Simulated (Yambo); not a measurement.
G0W0@LDA for MgS (rock salt, space group Fm-3m, No. 225) in Yambo. Reference settings: 6×6×6 Γ-centred k mesh, bands 5 to 80 and a 10 Ry block in the screening, 80 bands in G with the Bruneval-Gonze terminator, plasmon pole fitted at 27.2 eV. The LDA gap Γ → X on this mesh is 2.65 eV; G0W0 gaps are taken between the same points.

The settings were changed. The gap went from 4.66 eV to 4.63 eV, and the shift of the valence edge from -1.11 eV to -0.98 eV.

### Question
What was changed between the two runs?
A. 18 bands in W, 18 bands in G, 2 Ry block
B. 18 bands in W, 18 bands in G, 4 Ry block
C. 42 bands in W, 42 bands in G
D. 4×4×4 mesh

### Answer
C, 42 bands in W, 42 bands in G. The others gave (gap, valence shift): 4×4×4 mesh: 4.65, -1.09 eV; 18 bands in W, 18 bands in G, 2 Ry block: 4.49, -0.48 eV; 18 bands in W, 18 bands in G, 4 Ry block: 4.57, -0.56 eV.

Geometry relaxed with LDA; primitive cell a = b = c = 3.6284 Å, α = β = γ = 60.00°.

A shift is the quasiparticle energy of the state minus its LDA energy.
